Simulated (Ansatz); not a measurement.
A geometry of InSe away from equilibrium: step 2 of the relaxation of a relaxed InSe cell with every coordinate shifted by Gaussian noise of σ = 0.1 Å. All values below come from PBEsol (plane waves to 420 eV, PAW, scalar-relativistic; Ansatz, an electronic-structure program). Γ-centred k-mesh 7×7×2 on the run's cell (coarser than for final values), Fermi–Dirac smearing 0.05 eV.

```
CELL_PARAMETERS angstrom
      3.99043    -0.00456    -0.01328
     -1.99916     3.47310    -0.00055
     -0.05634    -0.03524    17.01057
ATOMIC_POSITIONS crystal
  In 0.31111 0.65604 0.66870
  In 0.69500 0.36991 0.17022
  In 0.68400 0.31325 0.33586
  In 0.34888 0.69930 0.83342
  Se 0.38088 0.69524 0.09499
  Se 0.64437 0.32145 0.59267
  Se 0.68613 0.36164 0.90332
  Se 0.35746 0.65232 0.40904
```

### Question
Which atoms carry the largest force, and which way does it point?

### Answer
0.74 eV/Å, on In4 (atoms numbered as listed); on In4 its components are (0.10, -0.12, -0.73).

### Question
What is the pressure?

### Answer
+0.6 GPa, compression positive.

No spin polarisation in the result. Without a van der Waals term the distances between weakly bound units are poorly fixed.
